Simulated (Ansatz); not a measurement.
An Ansatz (a program for electronic structure) input:

Ansatz 0.2 input:
```yaml
crystal:
  lattice:
    - [9.0529031036, 0.0, 0.0]
    - [0.0, 2.5159680515, 0.0]
    - [0.0, 0.0, 4.1408268915]
  atoms:
    - { symbol: C, position: [0.8104855883, 0.25, 0.6998559065] }
    - { symbol: C, position: [0.4793821142, 0.25, 0.9083998545] }
    - { symbol: C, position: [0.6949818783, 0.25, 0.4253820299] }
    - { symbol: C, position: [0.0365722554, 0.25, 0.9313731831] }
    - { symbol: C, position: [0.6895144117, 0.75, 0.1998559065] }
    - { symbol: C, position: [0.0206178858, 0.75, 0.4083998545] }
    - { symbol: C, position: [0.8050181217, 0.75, 0.9253820299] }
    - { symbol: C, position: [0.4634277446, 0.75, 0.4313731831] }
    - { symbol: C, position: [0.1895144117, 0.75, 0.3001440935] }
    - { symbol: C, position: [0.5206178858, 0.75, 0.0916001455] }
    - { symbol: C, position: [0.3050181217, 0.75, 0.5746179701] }
    - { symbol: C, position: [0.9634277446, 0.75, 0.0686268169] }
    - { symbol: C, position: [0.3104855883, 0.25, 0.8001440935] }
    - { symbol: C, position: [0.9793821142, 0.25, 0.5916001455] }
    - { symbol: C, position: [0.1949818783, 0.25, 0.0746179701] }
    - { symbol: C, position: [0.5365722554, 0.25, 0.5686268169] }
kpoints:
  mp_grid: { grid: [2, 6, 4] }
hamiltonian:
  xc: hse06
  pseudopotentials: { kind: paw }
scf:
  n_extra_bands: 16
  occupations: { method: fixed }
output:
  eigenvalues: true
  eigenstates:
    e_range: [-9.0, 14.8]
    kpoints:
      - [0.0, 0.0, 0.0]  # VBM
      - [0.5, 0.0, 0.5]  # CBM
      - [0.0, 0.0, 0.0]  # GAMMA
      - [0.5, 0.0, 0.0]  # X
      - [0.0, 0.0, 0.5]  # Z
      - [0.5, 0.0, 0.5]  # U
      - [0.0, 0.5, 0.0]  # Y
      - [0.5, 0.5, 0.0]  # S
      - [0.0, 0.5, 0.5]  # T
      - [0.5, 0.5, 0.5]  # R
```

### Question
How many symmetry operations and irreducible k-points will the run report?

### Answer
8 operations, 24 of 48 k-points.

### Question
With a cutoff of 420 eV, how many plane waves at Γ?

### Answer
1839.

It took about 6 core-minutes (a rough figure) on shared server cores.

The points marked VBM and CBM come from a semilocal run.

Space group Pnma. The start of the workflow was typed in or built on a structure type; neither database checked (COD, Materials Project) lists it. It is not the phase usual at ambient conditions (space group No. 194, 227). Symmetry was held in the r²SCAN relaxation; whether a distortion lowers the energy is not shown.

Potentials: the later of the program's two PAW sets.

Ansatz is a plane-wave DFT program.
